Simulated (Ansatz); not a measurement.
**Single point on CS2**

System: artificial CS2 in a small cell holding one bonded unit, strained and with atoms displaced.

Level of theory: PBE (full-potential LAPW, scalar-relativistic, cores by Dirac's equation, point nuclei; Ansatz). Occupations are Fermi–Dirac at 0.15 eV on a coarse k-mesh, 2×2×2 (shift 0.5, 0.5, 0.5 mesh steps); the results hold for that mesh. For a metal, stress, forces and moments on so few k-points can be far from the converged ones. The run is spin-unpolarised. Holes or spare electrons on the non-metal atoms can carry spin, which this run forbids. Atoms are numbered as listed.

```
C S
1.0
     3.89232    0.07989   -0.00724
     0.07989    4.26995   -0.02506
    -0.00724   -0.02506    4.08428
C S
1 2
Direct
  0.65964 0.73427 0.64994
  0.56324 0.41559 0.54305
  0.71312 0.84605 0.99556
```

Forces in eV/Å:
```
C1    0.395  1.164  0.651
S2   -1.957 -5.170 -4.780
S3    1.562  4.006  4.129
```

Stress tensor (GPa, compression positive):
```
 2.44  6.72  6.29
 6.72 28.36 22.20
 6.29 22.20 28.39
```

| Quantity | Value |
| --- | --- |
| Pressure | 19.73 GPa |
| Largest force | 7.308 eV/Å |

# C2S: forces and stress of a distorted cell

System: C2S placed on the sites of a rock-salt lattice with a pair of atoms on one site (a generated, not necessarily known, phase), then sheared and rattled, one atom being moved towards a neighbour.

Same method, mesh 3×3×3, Γ-centred. The run is spin-unpolarised. Holes or spare electrons on the non-metal atoms can carry spin, which this run forbids.

```
S C
1.0
    -2.32591   -0.07944    2.46523
     0.05401    2.22773    2.43980
    -2.32292    2.25017   -0.07645
S C
1 2
Cartesian
  -3.4342 2.7655 4.0167
  -5.3459 4.5389 5.9198
  -6.1245 5.6286 6.8087
```

Forces in eV/Å:
```
S1   -0.116  1.908 -0.218
C2   -2.019  4.395  2.836
C3    2.135 -6.303 -2.618
```

Stress xx yy zz yz xz xy in GPa, positive in compression: 9.85 20.27 12.25 -18.71 6.03 -0.04.

```json
{
  "Pressure": "14.12 GPa",
  "Largest force": "7.151 eV/Å"
}
```

C2S, all-electron reference calculation

System: generated C2S in the ideal β-cristobalite structure, strained and with atoms displaced, one atom being moved towards a neighbour.

Ansatz, all-electron LAPW; functional PBE; scalar-relativistic, point nuclei. Sampling: 2×2×2 (shift 0.5, 0.5, 0.5 mesh steps) mesh with 0.15 eV Fermi–Dirac smearing (a coarse mesh, not converged over the zone). For a metal, stress, forces and moments on so few k-points can be far from the converged ones. On this fcc-type cell the shift lowers the mesh's symmetry. Spin-restricted. Holes or spare electrons on the non-metal atoms can carry spin, which this run forbids. Labels count atoms in the order given.

```xyz
6
Lattice="-3.8699 0.0399 3.4902 0.0473 3.7589 3.5775 -4.0021 3.8039 -0.0923" Properties=species:S:1:pos:R:3 pbc="T T T"
S    -5.2800    5.5073    4.2180
S    -7.3004    7.5164    6.0626
C    -6.3738    6.5938    5.0452
C    -8.1795    6.6333    6.9366
C    -6.3232    8.4660    6.8086
C    -8.2477    8.5852    5.1516
```

```tsv
atom	Fx (eV/Å)	Fy (eV/Å)	Fz (eV/Å)
S1	-1.178	0.892	0.088
S2	0.043	0.583	-3.891
C3	0.559	-0.739	-0.697
C4	-2.602	-2.827	2.338
C5	2.686	2.591	2.082
C6	0.492	-0.500	0.080
```

Stress tensor (GPa, compression positive):
```
-0.39  5.39 -4.25
 5.39 -0.51 -0.53
-4.25 -0.53 -1.64
```

```yaml
All-electron_E_−_TS_for_this_scheme: -25856.230 eV
Pressure: -0.85 GPa
Largest_force: 4.498 eV/Å
```

# All-electron DFT: C2S

This is model C2S in the fluorite structure, strained and with atoms displaced.

Same method, mesh 3×3×3, Γ-centred. No spin polarisation. Holes or spare electrons on the non-metal atoms can carry spin, which this run forbids.

Extended XYZ with forces in eV/Å (energy in eV, pressure in GPa):

```xyz
3
Lattice="-2.4428 0.0639 2.6607 0.0308 2.4618 2.7554 -2.4677 2.3920 0.0391" Properties=species:S:1:pos:R:3:forces:R:3 pbc="T T T" free_energy=-12927.1524 pressure=-7.57
S    -2.0591    1.2023    1.2938   -0.0544   -0.0200   -0.1479
C    -3.3522    2.4146    2.6550    0.2756    0.1114   -0.3606
C    -5.7149    4.8750    5.2839   -0.2212   -0.0914    0.5085
```

Stress xx yy zz yz xz xy in GPa, positive in compression: -9.65 -17.15 4.08 3.02 2.59 -3.28.
